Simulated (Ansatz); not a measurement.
A generated cell, not matched to a known phase here, of KTe: Fm-3m (No. 225), cF8, rock salt type; a = b = c = 7.0568 Å, α = β = γ = 90.00°; K 4a (0.000, 0.000, 0.000); Te 4b (0.500, 0.500, 0.500). Method: r2SCAN (plane waves to 500 eV, PAW, scalar-relativistic; Ansatz, a quantum-chemistry and plane-wave program). Element references, the lowest calculated here: Te (P3₁21), K (Im-3m).

Total energies (eV/atom, σ → 0; comparable only within this code, potentials and settings):

```
phase        E (eV/atom)
-----------  -----------
KTe (Fm-3m)    -4269.206
Te (P3₁21)     -6994.904
K (Im-3m)      -1542.480
```

### Question
What is the formation energy of this Fm-3m form of KTe from the elements?

### Answer
E_f = -4269.206 − [1 × (-1542.480) + 1 × (-6994.904)] / 2 = -0.51 eV/atom (-1.0 eV per formula unit).

A lower structure of this composition may exist.

Static energies, no anion corrections, no zero-point energy. Values are rounded to 0.01 eV/atom. Not shown to be the ambient phase of their composition (a lower form may be missing, and a cell relaxed within its start's symmetry can be a saddle point): KTe (Fm-3m). Spin-orbit coupling is missing from these energies, which matters for elements this heavy. The compounds carry no spin polarisation. The relaxed primitive cell holds an odd number of electrons. A magnetic state may lie lower.
